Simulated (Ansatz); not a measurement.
**AlIn₂As₂P: relaxation step by step**

The cell of AlIn₂As₂P is invented: random cell by space group and Wyckoff sites (I4/mmm, No. 139). Its size is a rough estimate.

```cif
data_structure
_symmetry_space_group_name_H-M 'P 1'
_symmetry_Int_Tables_number 1
_cell_length_a 7.2687
_cell_length_b 7.2687
_cell_length_c 7.2687
_cell_angle_alpha 125.506
_cell_angle_beta 125.506
_cell_angle_gamma 80.701
_cell_volume 245.38
loop_
_atom_site_label
_atom_site_type_symbol
_atom_site_fract_x
_atom_site_fract_y
_atom_site_fract_z
_atom_site_occupancy
Al1 Al 0.00000 0.00000 0.00000 1
In1 In 0.50000 0.00000 0.50000 1
In2 In 0.00000 0.50000 0.50000 1
P1 P 0.50000 0.50000 0.00000 1
As1 As 0.75000 0.25000 0.50000 1
As2 As 0.25000 0.75000 0.50000 1
```

Level of theory: Ansatz, DFT PBE, scalar-relativistic, plane waves, PAW. Cutoff 420 eV, Gaussian smearing, Γ-centred meshes. Cell and atoms relax first on a coarse mesh and then on a finer one. In between, the cell is made exact in the group found at 0.06 Å. In metals the finer mesh still leaves noise of several meV/atom or more. The steps can't lower the symmetry of their start. No spin polarisation.

Steps on the 4×4×4 mesh (6 atoms, 8 steps). The free energy counts from the last step; the plane-wave basis is renewed at times, which shifts energy and pressure.

| step | ΔF (meV/atom) | V (Å³/atom) | P (GPa) |
| --- | --- | --- | --- |
| 1 | 427.9 | 40.90 | -5.38 |
| 2 | 255.9 | 35.61 | -4.58 |
| 3 | 125.7 | 31.64 | -3.43 |
| 4 | 27.9 | 28.49 | -1.82 |
| 5 | 5.5 | 25.73 | 1.90 |
| 6 | -0.1 | 26.39 | 0.60 |
| 7 | -0.8 | 26.70 | 0.05 |
| 8 | 0.0 | 26.70 | 0.03 |

The relaxed structure, after a last relaxation on the converged mesh:

```cif
data_structure
_symmetry_space_group_name_H-M 'I4/mmm'
_symmetry_Int_Tables_number 139
_cell_length_a 5.4406
_cell_length_b 5.4406
_cell_length_c 10.8727
_cell_angle_alpha 90.000
_cell_angle_beta 90.000
_cell_angle_gamma 90.000
_cell_volume 321.83
loop_
_atom_site_label
_atom_site_type_symbol
_atom_site_symmetry_multiplicity
_atom_site_Wyckoff_symbol
_atom_site_fract_x
_atom_site_fract_y
_atom_site_fract_z
_atom_site_occupancy
Al1 Al 2 a 0.00000 0.00000 0.00000 1
In1 In 4 c 0.00000 0.50000 0.00000 1
P1 P 2 b 0.50000 0.50000 0.00000 1
As1 As 4 d 0.00000 0.50000 0.25000 1
```

The symmetry stays I4/mmm (No. 139). The volume per atom shrinks by 34.4 %, from 40.9 to 26.8 Å³. The shortest distance goes from 2.77 Å (In–As) to 2.72 Å (In–As). The ratio c/a of the conventional cell changes by a factor of 1.20. The energy falls by about 0.42 eV/atom (the start's value is from the coarse mesh). Al is surrounded by 4 In at 2.72 Å; In has 2 As at 2.72 Å, 2 Al at 2.72 Å and 2 P at 2.72 Å; P has 4 In at 2.72 Å; around As lie 2 In at 2.72 Å.

```json
{
  "Volume per atom": "26.82 Å³",
  "Density": "4.51 g/cm³",
  "Formation energy": "+0.75 eV/atom",
  "Gap on the 10×10×10 mesh of the 6-atom cell": "0 eV (a metal)"
}
```

Formation energies are uncorrected and refer to the elements' standard structures at the same level. The references include black phosphorus.

The last run used Gaussian smearing of 0.10 eV. The reference forms of As and P are held partly by dispersion forces, which this level lacks. A structure relaxed within its symmetry needn't be a true minimum. In all, the 3 runs took 4.5 min on 1 thread of Intel(R) Xeon(R) Platinum 8259CL CPU @ 2.50GHz (Skylake/Cascade Lake), on a shared host. Another cell of AlIn2As2P relaxed alike, in P4/mmm, lies 0.50 eV/atom lower, so this cell isn't the stable form at this level.
